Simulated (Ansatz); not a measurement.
Input, command and steps of an Ansatz relaxation.

```yaml
crystal:
  lattice:
    - [-1.7143499399, 1.7143499399, 5.9607523601]
    - [1.7143499399, -1.7143499399, 5.9607523601]
    - [1.7143499399, 1.7143499399, -5.9607523601]
  atoms:
    - { symbol: Zn, position: [0.4165, 0.4165, 0.0] }
    - { symbol: Zn, position: [0.1665, 0.6665, 0.5] }
    - { symbol: Zn, position: [0.3335, 0.8335, 0.5] }
    - { symbol: Zn, position: [0.5835, 0.5835, 0.0] }
    - { symbol: B, position: [0.0, 0.0, 0.0] }
    - { symbol: B, position: [0.75, 0.25, 0.5] }
basis:
  ecutwfc: 420
kpoints:
  mp_grid: { grid: [8, 8, 8] }
hamiltonian:
  xc: pbe
scf:
  occupations: { method: gaussian, width: 0.1 }
  lower_state_search: "off"
output:
  forces: true
  stress: true
  eigenvalues: true
relax:
  adjacent_minimum: "off"
  f_tol: 0.04
  max_steps: 70
  cell: { stress_tol: 0.4 }
```

```bash
ansatz run input.yaml --threads 1 --pin off --max-ram 2560MiB --backend cpu --events-out ev --progress --plain --runs-dir out
```

All numbers below come from DFT PBE, scalar-relativistic, plane waves, PAW in Ansatz 0.2.0.

Of 27 frames 10 are shown, positions in Å and forces in eV/Å; the SCF threshold varies from step to step. Steps run on the plane waves of an earlier cell, with a Pulay correction in the pressure. The basis is chosen afresh for the last frame, the zero of the energies, and at times for earlier ones too; energy and pressure step there, also at an unchanged geometry. Here that happened at steps 13 (-143 meV/atom, 10.5 GPa), 24 (-9 meV/atom, 0.9 GPa); the frames before carry an error of that size.

```xyz
6
Lattice="-1.7144 1.7144 5.9608 1.7144 -1.7144 5.9608 1.7144 1.7144 -5.9608" Properties=species:S:1:pos:R:3:forces:R:3 pbc="T T T" step=1 free_energy_over_end_meV_per_atom=1405.10 pressure_GPa=48.71
Zn    0.0000    0.0000    4.9653    0.0000    0.0000    0.1151
Zn    1.7144    0.0000    1.9849    0.0000    0.0000    0.1151
Zn    1.7144    0.0000    3.9758    0.0000    0.0000   -0.1151
Zn    0.0000    0.0000    6.9562    0.0000    0.0000   -0.1151
B     0.0000    0.0000    0.0000    0.0000    0.0000    0.0000
B     0.0000    1.7144    2.9804    0.0000    0.0000    0.0000
6
Lattice="-1.7902 1.7902 6.8419 1.7902 -1.7902 6.8419 1.7902 1.7902 -6.8419" Properties=species:S:1:pos:R:3:forces:R:3 pbc="T T T" step=4 free_energy_over_end_meV_per_atom=795.75 pressure_GPa=8.02
Zn    0.0000    0.0000    5.7567    0.0000    0.0000    0.3791
Zn    1.7902    0.0000    2.3357    0.0000    0.0000    0.3791
Zn    1.7902    0.0000    4.5062    0.0000    0.0000   -0.3791
Zn    0.0000    0.0000    7.9272    0.0000    0.0000   -0.3791
B     0.0000    0.0000    0.0000    0.0000    0.0000    0.0000
B     0.0000    1.7902    3.4210    0.0000    0.0000    0.0000
6
Lattice="-1.6778 1.6778 7.7227 1.6778 -1.6778 7.7227 1.6778 1.6778 -7.7227" Properties=species:S:1:pos:R:3:forces:R:3 pbc="T T T" step=7 free_energy_over_end_meV_per_atom=515.62 pressure_GPa=-2.63
Zn    0.0000    0.0000    6.6026    0.0000    0.0000    0.1281
Zn    1.6778    0.0000    2.7412    0.0000    0.0000    0.1281
Zn    1.6778    0.0000    4.9815    0.0000    0.0000   -0.1281
Zn    0.0000    0.0000    8.8428    0.0000    0.0000   -0.1281
B     0.0000    0.0000    0.0000    0.0000    0.0000    0.0000
B     0.0000    1.6778    3.8614    0.0000    0.0000    0.0000
6
Lattice="-1.4809 1.4809 8.4357 1.4809 -1.4809 8.4357 1.4809 1.4809 -8.4357" Properties=species:S:1:pos:R:3:forces:R:3 pbc="T T T" step=10 free_energy_over_end_meV_per_atom=342.74 pressure_GPa=-3.80
Zn    0.0000    0.0000    7.2686    0.0000    0.0000    0.0228
Zn    1.4809    0.0000    3.0507    0.0000    0.0000    0.0228
Zn    1.4809    0.0000    5.3850    0.0000    0.0000   -0.0228
Zn    0.0000    0.0000    9.6028    0.0000    0.0000   -0.0228
B     0.0000    0.0000    0.0000    0.0000    0.0000    0.0000
B     0.0000    1.4809    4.2178    0.0000    0.0000    0.0000
6
Lattice="-1.4751 1.4751 8.3531 1.4751 -1.4751 8.3531 1.4751 1.4751 -8.3531" Properties=species:S:1:pos:R:3:forces:R:3 pbc="T T T" step=13 free_energy_over_end_meV_per_atom=196.01 pressure_GPa=10.47
Zn    0.0000    0.0000    7.1955    0.0000    0.0000   -0.0543
Zn    1.4751    0.0000    3.0190    0.0000    0.0000   -0.0543
Zn    1.4751    0.0000    5.3341    0.0000    0.0000    0.0543
Zn    0.0000    0.0000    9.5107    0.0000    0.0000    0.0543
B     0.0000    0.0000    0.0000    0.0000    0.0000    0.0000
B     0.0000    1.4751    4.1766    0.0000    0.0000    0.0000
6
Lattice="-1.4366 1.4366 8.9416 1.4366 -1.4366 8.9416 1.4366 1.4366 -8.9416" Properties=species:S:1:pos:R:3:forces:R:3 pbc="T T T" step=15 free_energy_over_end_meV_per_atom=80.42 pressure_GPa=5.32
Zn    0.0000    0.0000    7.7096    0.0000    0.0000    0.0430
Zn    1.4366    0.0000    3.2388    0.0000    0.0000    0.0430
Zn    1.4366    0.0000    5.7028    0.0000    0.0000   -0.0430
Zn    0.0000    0.0000   10.1736    0.0000    0.0000   -0.0430
B     0.0000    0.0000    0.0000    0.0000    0.0000    0.0000
B     0.0000    1.4366    4.4708    0.0000    0.0000    0.0000
6
Lattice="-1.3967 1.3967 9.7340 1.3967 -1.3967 9.7340 1.3967 1.3967 -9.7340" Properties=species:S:1:pos:R:3:forces:R:3 pbc="T T T" step=18 free_energy_over_end_meV_per_atom=19.39 pressure_GPa=0.21
Zn    0.0000    0.0000    8.4097    0.0000    0.0000   -0.0286
Zn    1.3967    0.0000    3.5427    0.0000    0.0000   -0.0286
Zn    1.3967    0.0000    6.1913    0.0000    0.0000    0.0286
Zn    0.0000    0.0000   11.0583    0.0000    0.0000    0.0286
B     0.0000    0.0000    0.0000    0.0000    0.0000    0.0000
B     0.0000    1.3967    4.8670    0.0000    0.0000    0.0000
6
Lattice="-1.3714 1.3714 10.0404 1.3714 -1.3714 10.0404 1.3714 1.3714 -10.0404" Properties=species:S:1:pos:R:3:forces:R:3 pbc="T T T" step=21 free_energy_over_end_meV_per_atom=11.74 pressure_GPa=-0.79
Zn    0.0000    0.0000    8.6681    0.0000    0.0000   -0.0529
Zn    1.3714    0.0000    3.6479    0.0000    0.0000   -0.0529
Zn    1.3714    0.0000    6.3926    0.0000    0.0000    0.0529
Zn    0.0000    0.0000   11.4128    0.0000    0.0000    0.0529
B     0.0000    0.0000    0.0000    0.0000    0.0000    0.0000
B     0.0000    1.3714    5.0202    0.0000    0.0000    0.0000
6
Lattice="-1.3634 1.3634 10.0645 1.3634 -1.3634 10.0645 1.3634 1.3634 -10.0645" Properties=species:S:1:pos:R:3:forces:R:3 pbc="T T T" step=24 free_energy_over_end_meV_per_atom=1.52 pressure_GPa=0.83
Zn    0.0000    0.0000    8.6840    0.0000    0.0000    0.0110
Zn    1.3634    0.0000    3.6518    0.0000    0.0000    0.0110
Zn    1.3634    0.0000    6.4128    0.0000    0.0000   -0.0110
Zn    0.0000    0.0000   11.4450    0.0000    0.0000   -0.0110
B     0.0000    0.0000    0.0000    0.0000    0.0000    0.0000
B     0.0000    1.3634    5.0323    0.0000    0.0000    0.0000
6
Lattice="-1.3610 1.3610 10.2142 1.3610 -1.3610 10.2142 1.3610 1.3610 -10.2142" Properties=species:S:1:pos:R:3:forces:R:3 pbc="T T T" step=27 free_energy_over_end_meV_per_atom=0.00 pressure_GPa=-0.15
Zn    0.0000    0.0000    8.8201    0.0000    0.0000    0.0036
Zn    1.3610    0.0000    3.7130    0.0000    0.0000    0.0036
Zn    1.3610    0.0000    6.5012    0.0000    0.0000   -0.0036
Zn    0.0000    0.0000   11.6083    0.0000    0.0000   -0.0036
B     0.0000    0.0000    0.0000    0.0000    0.0000    0.0000
B     0.0000    1.3610    5.1071    0.0000    0.0000    0.0000
```

The start puts this composition into another compound's structure type, which needn't suit it. At the end the space group is I4_1/amd (tolerance 0.05 Å).

The run took 6 min on 1 thread of Intel(R) Xeon(R) Platinum 8259CL CPU @ 2.50GHz (Skylake/Cascade Lake) (shared host), peak memory 0.48 GiB.

The k mesh is coarse.